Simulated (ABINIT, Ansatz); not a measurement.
This is a calculation of BeAl3 for Ansatz 0.2.0. Atoms were shifted at random by some hundredths of an Å from the given cell, which wasn't relaxed again for these runs. The cell comes from a database or a generator and needn't be the stable form of this composition.

File input.yaml:

```yaml
crystal:
  lattice:
    - [-1.942191, 1.942191, 3.851893]
    - [1.942191, -1.942191, 3.851893]
    - [1.942191, 1.942191, -3.851893]
  atoms:
    - { symbol: Al, position: [0.490198, 0.497122, -0.016062] }
    - { symbol: Al, position: [0.247823, 0.75211, 0.489704] }
    - { symbol: Al, position: [0.750681, 0.263319, 0.500271] }
    - { symbol: Be, position: [0.005046, 0.000926, -0.002485] }
hamiltonian:
  xc: pbe
  pseudopotentials: { kind: paw }
kpoints:
  mp_grid: { grid: [10, 10, 10] }
scf:
  occupations: { method: fermi_dirac, width: 0.05 }
output:
  forces: true
  stress: true
  eigenvalues: true
```

Potentials or basis: Ansatz PAW.

Run with:

```bash
$ ansatz run input.yaml --threads 2 --pin off --max-ram 5120MiB --backend cpu --events-out ev --progress --plain --runs-dir out
```

Task: What does the same run look like in ABINIT 10.8.3 (patched build)? Potentials or basis there: JTH PAW PBE v2.0, cutoff 517 eV.

Result: As run (cutoffs and basis follow the program's own potentials, and thresholds, step limits or extra output files can differ):

Contents of run.abi:

```
# Pseudopotentials
pp_dirpath "./"
pseudos "Al.GGA_PBE-JTH.xml, Be.GGA_PBE-JTH.xml"

# Structure
acell 4.7308869617 4.7308869617 4.7308869617 Angstrom
rprim
    -0.4105342224     0.4105342224     0.8142010222
     0.4105342224    -0.4105342224     0.8142010222
     0.4105342224     0.4105342224    -0.8142010222
ntypat 2
znucl 13 4
natom 4
typat 1 1 1 2
xred
     0.4901980000     0.4971220000    -0.0160620000
     0.2478230000     0.7521100000     0.4897040000
     0.7506810000     0.2633190000     0.5002710000
     0.0050460000     0.0009260000    -0.0024850000
chkprim 0
chksymtnons 0
tolsym 1.0e-6

# Plane-wave basis
ecut 19.0
pawecutdg 38.0

# k points
kptopt 1
ngkpt 10 10 10
nshiftk 1
shiftk 0.0 0.0 0.0

# Exchange and correlation
ixc 11

# Bands and occupations
nband 11
occopt 3
tsmear 0.05 eV

# SCF cycle
nstep 100
tolvrs 1.0e-9

# Output
iomode 3
prtwf 0
prtden 0
prteig 0
prtebands 0
```

Potentials or basis: JTH PAW PBE v2.0.

Command:

```console
$ abinit run.abi > log 2>&1
```

Both were run:

|  | Ansatz | ABINIT |
| --- | --- | --- |
| Pressure | 0.8 GPa | 0.6 GPa |
| Largest force | 0.301 eV/Å | 0.302 eV/Å |
| Energy over the undisturbed cell | 2.8 meV/atom | 2.8 meV/atom |

Ansatz's pressure holds a Pulay term of +0.06 GPa for its cutoff of 420 eV, which the other run lacks.

The potentials hold 11 and 13 valence electrons a cell.

Where Ansatz's input types no cutoff or centring, it takes its own default and a Γ-centred mesh.

Pressure is positive in compression.
